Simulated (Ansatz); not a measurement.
BeSe (NiAs type, P6_3/mmc), LDA (plane waves, PAW; program Ansatz). The conduction-band minimum lies at K, with 2 equivalent valleys. Second derivatives d²E/dk² of the lowest band at one valley (eV·Å²), along Cartesian directions:

```tsv
direction	d²E/dk²
[100]	15.02
[010]	15.02
[001]	23.99
[110]	15.02
[101]	19.51
[011]	19.51
```

Task: Find the principal effective masses, the density-of-states mass and the conductivity mass.

Result: Off-diagonal terms follow from H_xy = H[110] − (H_xx + H_yy)/2, and m*/mₑ = 7.620 eV·Å² over each eigenvalue: 0.32, 0.51, 0.51. One valley's DOS mass (m₁m₂m₃)^(1/3) = 0.43, conductivity mass 3/(Σ 1/mᵢ) = 0.42 mₑ.

Task: What effective density of states Nc follows at 300 K for parabolic valleys?

Result: Nc = 2.509e19 × 2 × (0.43)^(3/2) ≈ 1.4e19 cm⁻³.

This is a known high-pressure phase of the composition, computed here at zero pressure and temperature. The LDA relaxation kept the symmetry of its start. At this level the phase is dynamically unstable (imaginary phonons). Scalar-relativistic: spin–orbit coupling is off unless named, which matters more the heavier the elements.

Potentials: the later of the program's two PAW sets.

Edges and masses are those of Kohn–Sham bands, whose gap is no quasiparticle gap.
